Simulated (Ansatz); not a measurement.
Values for one crystal, relaxed and computed with r²SCAN in the plane-wave PAW code Ansatz; other levels are named.

```yaml
volume_per_atom: 10.70 Å³
band_gap: 1.01 eV (indirect)
Bulk modulus (Birch–Murnaghan fit): 108 GPa
Pressure derivative B′: 3.7
smallest_direct_gap_on_the_standard_path: 1.06 eV
Formation energy from the elements (no fitted shifts): -2.52 eV/atom
```

### Question
Which of these materials gives this?
A. VPO4, Cmcm (V on 4b, P on 4c, O on 8g, O on 8f)
B. LiNbO3, R-3c (Li on 6a, Nb on 6b, O on 18e)
C. InP, P6_3mc (In on 2b, P on 2b, In on 2a, P on 2a)
D. Sc2Si2O7, C2/m (Pearson symbol mS22)

### Answer
A, VPO4, Cmcm (V on 4b, P on 4c, O on 8g, O on 8f)

The first step of the workflow began from a Materials Project structure, measured or hypothetical; the Crystallography Open Database files this formula in space group No. 63, but the cells were not matched. Whether it is the stable phase at ambient conditions was not checked. The r²SCAN relaxation kept the symmetry of its start, as lowered by the spin order; whether a distortion lowers the energy is not shown. Magnetic state: antiferromagnetic, chosen from 2 collinear starts compared on coarse meshes (ties went to the first, and starts can fall back to one state), not a proven ground state. Other orbital occupations within this spin state were not tried. No Hubbard U is applied. The references are the lowest solids computed at this level, not always the standard phases (solids in place of the gases).

Potentials: the later of the program's two PAW sets.
